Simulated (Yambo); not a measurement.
Excitons in MgLa2NiO6

```xyz
10
Lattice="2.7631 1.5952 4.3901 -2.7631 1.5952 4.3901 0.0000 -3.1905 4.3901" Properties=species:S:1:pos:R:3 pbc="T T T"
O      1.2802     1.1289     5.4630
O     -1.2802    -1.1289     7.7074
O     -1.6177     0.5442     5.4630
O      1.6177    -0.5442     7.7074
O      0.3376    -1.6731     5.4630
O     -0.3376     1.6731     7.7074
Mg     0.0000     0.0000     6.5852
Ni     0.0000     0.0000     0.0000
La     0.0000     0.0000     9.8976
La     0.0000     0.0000     3.2728
```

The geometry is that of Materials Project entry mp-1391671, symmetrised and not relaxed again.

BSE in Yambo on PBEsol (pw.x of Quantum ESPRESSO, ONCV potentials, no spin-orbit coupling) bands: 4×4×4 mesh, 16 valence and 8 conduction bands, static screening with 85 bands and a 3 Ry block, scissor 1.12 eV, Tamm-Dancoff; field along x.

```csv
state,energy (eV),states within 2 meV,relative strength,class,main transitions
1,1.24,2,< 0.01,dark,several band pairs
2,1.29,1,< 0.01,dark,several band pairs
3,1.81,1,< 0.01,dark,several band pairs
4,1.84,2,< 0.01,dark,several band pairs
5,2.04,2,< 0.01,dark,VB → CB (93 %)
6,2.05,1,< 0.01,dark,VB → CB (84 %)
7,2.17,2,0.01,weak,VB−1 → CB (84 %)
8,2.19,1,< 0.01,dark,VB−1 → CB (92 %)
```

These are vertical excitations (zero momentum). The direct quasiparticle gap on this mesh is 2.25 eV; counted from there, state 1 is bound by 1.00 eV. Convergence with the mesh was not shown.

Spin singlets only. Strengths are relative to the strongest of the lowest states of this run; strong means a line over 3 % of the spectrum's maximum, dark under 0.03 %. Absolute energies carry the error of the G0W0 scissor, whose convergence isn't established; the long-wavelength screening was taken along (1,1,1) although the crystal is anisotropic.

The 3d shell has no Hubbard U; the runs are without spin polarisation, and magnetic order was not tried. The 4f states are in the valence at their DFT position.

The structure is a Materials Project entry; no match was found in the copy of COD used, and its stability was not checked.
